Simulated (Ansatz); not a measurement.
# 6 guesses for Sb₃Se and where they end

Level of theory: DFT PBE, scalar-relativistic, plane waves, PAW in Ansatz. All cells share a 420 eV cutoff and Γ-centred k meshes spaced at most about 0.3 Å⁻¹ (about 0.25 or finer for metals, 2π included). No spin polarisation in the final relaxations.

Each guess was relaxed in cell and atoms at zero pressure, within the symmetry of its start. These are static total energies at zero pressure. Coordination counts Sb atoms around Se (those within 1.25 times the shortest such distance or 1.15 times the sum of covalent radii; a plus sign parts nearer from farther groups; the shortest distance is added where it is long for a bond).

```
guess    made from  start group  V start (Å³/atom)  end group  V end (Å³/atom)  coordination at the end  gap on mesh (eV)  E over the lowest end (meV/atom)
    1   SmMg3 type        Fm-3m               37.4          ?                ?                        ?                 ?                                 ?
    2   Nb3Au type         Cmmm               31.0       Cmmm             26.1                   Se 4+4                 0                               221
    3   GaMo3 type        Pm-3n               24.7      Pm-3n             26.4         Se 12 from 3.3 Å                 0                               416
    4    DyY3 type     P6_3/mmc               39.5   P6_3/mmc             26.7         Se 12 from 3.4 Å                 0                               252
    5   Dy3Mg type       P4/mmm               37.1     P4/mmm             25.6        Se 8+2 from 3.2 Å                 0                               184
    6  random cell        Im-3m               59.9      Im-3m             28.6          Se 6 from 3.1 Å                 0                                 0
```

Guess 1 as it starts:

```yaml
crystal:
  lattice:
    - [0.00000, 4.21474, 4.21474]
    - [4.21474, 0.00000, 4.21474]
    - [4.21474, 4.21474, 0.00000]
  atoms:
    - { symbol: Sb, position: [0.50000, 0.50000, 0.50000] }
    - { symbol: Sb, position: [0.75000, 0.75000, 0.75000] }
    - { symbol: Sb, position: [0.25000, 0.25000, 0.25000] }
    - { symbol: Se, position: [0.00000, 0.00000, 0.00000] }
```

Problem. Predict the end of this guess and its energy over the lowest end.

Solution. It ends in the BiF3 (D0_3) type, space group Fm-3m (No. 225), with a = 7.420 Å, 25.5 Å³/atom and no gap. It lies 185 meV/atom over the lowest end, within the noise of guess 5 and below guess 2. Counting Sb atoms around Se, this end has Se 8+6 from 3.2 Å and the lowest (guess 6) has Se 6 from 3.1 Å.

```cif
data_structure
_symmetry_space_group_name_H-M 'Fm-3m'
_symmetry_Int_Tables_number 225
_cell_length_a 7.4200
_cell_length_b 7.4200
_cell_length_c 7.4200
_cell_angle_alpha 90.000
_cell_angle_beta 90.000
_cell_angle_gamma 90.000
_cell_volume 408.52
loop_
_atom_site_label
_atom_site_type_symbol
_atom_site_symmetry_multiplicity
_atom_site_Wyckoff_symbol
_atom_site_fract_x
_atom_site_fract_y
_atom_site_fract_z
_atom_site_occupancy
Sb1 Sb 4 b 0.50000 0.00000 0.00000 1
Sb2 Sb 8 c 0.25000 0.25000 0.75000 1
Se1 Se 4 a 0.00000 0.00000 0.00000 1
```

Formation energies are uncorrected and refer to the elements' standard structures at the same level.

Problem. Is the lowest end bound against the elements?

Solution. Too close to call: its formation energy is 0.00 eV/atom. The formation energy is too near zero to say whether this cell lies below the elements.

The k mesh leaves some 4 meV/atom of noise in the energy of each metallic cell. Spin–orbit coupling, which can matter for Sb, is left out. In Im-3m, P4/mmm, Fm-3m, Cmmm an odd number of electrons in the primitive cell allows no gap without spin; a larger cell or a magnetic state could open one. A magnetic state wasn't ruled out in cells without spin, among them Fm-3m, Cmmm. The reference form of Se is held partly by dispersion forces, which this level lacks. Cells relaxed within their symmetry can be saddle points. A lower structure may well exist outside this small set. Some structure types and database cells were kept out of the candidates from the start, so a known form may be missing.
